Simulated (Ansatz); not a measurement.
**Eu3Al8Ag6: what a change of kpoints.mp_grid.grid, scf.max_iter does**

All numbers are calculated (r2SCAN, collinear spin, no spin-orbit coupling; Ansatz, PAW set soft_2, 500 eV, k-mesh 3×3×3), not measured. These are the settings of the reference run.

Cell:

```
cell
1.0
     2.7777    4.8111    4.4000
    -5.5554    0.0000    4.4000
     2.7777   -4.8111    4.4000
Ag Al Eu
6 8 3
Direct
  0.3288 0.9986 0.6664
  0.6635 0.3348 0.0035
  0.0006 0.6708 0.3382
  0.3359 0.6709 0.0032
  0.6644 0.9986 0.3311
  0.0012 0.3347 0.6656
  0.6656 0.1610 0.6680
  0.9990 0.5082 0.0012
  0.3323 0.3348 0.8347
  0.6635 0.6714 0.1677
  0.0013 0.9979 0.5017
  0.4994 0.9980 0.0038
  0.8325 0.3348 0.3346
  0.1656 0.6713 0.6655
  0.9962 0.0004 0.9986
  0.3324 0.3346 0.3347
  0.6684 0.6690 0.6709
```

The reference run of this cell is solved again as a single point with these keys changed:

| key | reference run | changed run |
| --- | --- | --- |
| kpoints.mp_grid.grid | [3, 3, 3] | [0, 3, 3] |
| scf.max_iter | not typed | 100 |

Problem. How does the changed run end?

Solution. It is refused before the calculation starts. Message: Error: invalid value for `kpoints.mp_grid.grid`: each dimension must be in 1..=255
